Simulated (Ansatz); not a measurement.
TaRh₃:
```yaml
crystal:
  lattice:
    - [3.86380, 0.00000, 0.00000]
    - [0.00000, 3.86380, 0.00000]
    - [0.00000, 0.00000, 3.86380]
  atoms:
    - { symbol: Ta, position: [0.00000, 0.00000, 0.00000] }
    - { symbol: Rh, position: [0.00000, 0.50000, 0.50000] }
    - { symbol: Rh, position: [0.50000, 0.00000, 0.50000] }
    - { symbol: Rh, position: [0.50000, 0.50000, 0.00000] }
```

Relaxed with r²SCAN. Special points in fractions of this cell's reciprocal vectors: Γ (0.000, 0.000, 0.000); X (0.000, 0.500, 0.000); M (0.500, 0.500, 0.000); R (0.500, 0.500, 0.500).

### Question
List the band energies nearest the Fermi level at these points for the program Ansatz at the r²SCAN level (PAW).

### Answer
In eV from the Fermi level; about four levels below and three above (degenerate sets whole), none deeper than 8.9 eV; points with the same levels are listed once.

| k | below | above |
|---|---|---|
| Γ | -2.68 -2.68 -2.68 -0.64 -0.64 | 0.45 1.03 1.03 1.03 |
| X | -1.49 -1.49 -1.38 -0.31 | 0.81 0.81 1.04 |
| M | -1.90 -1.90 -1.33 -0.99 | 1.47 1.47 1.90 |
| R | -2.68 -2.68 -2.68 -2.36 -2.36 | 0.57 0.57 0.57 |

Space group Pm-3m (Cu3Au type). The first step of the workflow began from a Materials Project structure, measured or hypothetical; the Crystallography Open Database files this formula in space group No. 221, but the cells were not matched. Its standing as an ambient phase is unchecked. Symmetry was held in the r²SCAN relaxation; its stability against distortions is not shown here. No spin polarisation was allowed. Scalar-relativistic: spin–orbit coupling is off unless named, which matters more the heavier the elements.

Potentials: the later of the program's two PAW sets.
